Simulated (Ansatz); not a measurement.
Ionic part of the dielectric constant of LiF at 10.2 GPa, mode by mode

Computed with DFT PBE, scalar-relativistic, plane waves, PAW (Ansatz 0.2.0). Cutoff 420 eV, 10×10×10 k-points (Γ-centred), fixed occupations. No spin polarisation. Phonons by linear response, acoustic sum rule imposed.

The structure is cubic, space group Fm-3m (No. 225). The conventional cell has a = 3.910 Å, b = 3.910 Å, c = 3.910 Å, α = 90.00°, β = 90.00°, γ = 90.00°. Li (site symmetry m-3m) is surrounded by 6 F at 1.96 Å. F (site symmetry m-3m) has 6 Li at 1.96 Å as nearest neighbours.

The cell is the ideal cubic rocksalt prototype.

The primitive cell has V = 14.95 Å³ and ε∞,yy = 2.085. Each polar mode adds Δε = (4.92064×10⁷/V)·S/ν² along y, with S its oscillator strength in e²/amu, ν in cm⁻¹ and V in Å³.

Task: From these modes, find each Δε and ε0,yy.
| ν (cm⁻¹) | S_yy (e²/amu) |
| --- | --- |
| 366.5 | 0.2135 |

Result:
```csv
ν (cm⁻¹),Δε
366.5,5.23
```

The sum is 5.232, so ε0,yy = 7.32; the run's tensor has 7.32.

Task: Where do the longitudinal modes lie for a wave vector along y?

Result: At 687 cm⁻¹. The Lyddane–Sachs–Teller product Π(ν_LO/ν_TO)² = 3.51 matches ε0/ε∞ = 3.51.

Cost: 1 run of about 0.053 core-minutes, on Intel Xeon 6975P-C (Granite Rapids) (shared hosts).